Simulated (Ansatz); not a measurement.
# AlC3: what symmetry allows forces and stress to be

```
CELL_PARAMETERS angstrom
3.20793 0.00000 0.00000
0.00000 3.20793 0.00000
0.00000 0.00000 3.20793
ATOMIC_POSITIONS crystal
Al 0.00000 0.00000 0.00000
C 0.07014 0.50000 0.50000
C 0.50000 0.00000 0.50000
C 0.50000 0.50000 0.00000
```

All numbers below come from DFT PBEsol, scalar-relativistic, plane waves, PAW in Ansatz 0.2.0.

Cutoff 420 eV; k points 12×12×12 on the computed 4-atom cell (Γ-centred); Gaussian smearing, width 0.10 eV; no spin polarisation.

This distorted cell has space group P4mm, with 8 operations.

Problem. Without a calculation: in which directions can each atom feel a force?

Solution. A force must be left unchanged by every operation that keeps its atom in place, so it lies in the space that those operations leave fixed. Atoms that the group maps onto each other feel forces of one size.
| atom | site symmetry | operations at the site | equivalent to atom | allowed force (Cartesian) |
| --- | --- | --- | --- | --- |
| Al1 | 4mm | 8 | 1 | along (1.00, 0.00, 0.00) |
| C2 | 4mm | 8 | 2 | along (1.00, 0.00, 0.00) |
| C3 | 2mm. | 4 | 3 | along (1.00, 0.00, 0.00) |
| C4 | 2mm. | 4 | 3 | along (1.00, 0.00, 0.00) |

That leaves 3 independent force components of 12, tied by 1 condition that the forces sum to zero, so 2 remain. A relaxation in this cell that keeps the symmetry moves the atoms in these directions alone.

Problem. And the stress tensor?

Solution. It must be invariant under the point group, which leaves 2 independent components: yz, xz, xy vanish; yy = zz.

Problem. Do the computed values obey this?

Solution. Yes. Forces (eV/Å):
```
Al1 -0.848  0.000  0.000
C2   2.503  0.000  0.000
C3  -0.827  0.000  0.000
C4  -0.827  0.000  0.000
```

Stress (GPa, compression positive, xx yy zz yz xz xy): -12.73 -3.76 -3.76 0.00 0.00 0.00. The program imposes the same operations on density, forces and stress, so this confirms the analysis and is no independent test of the calculation.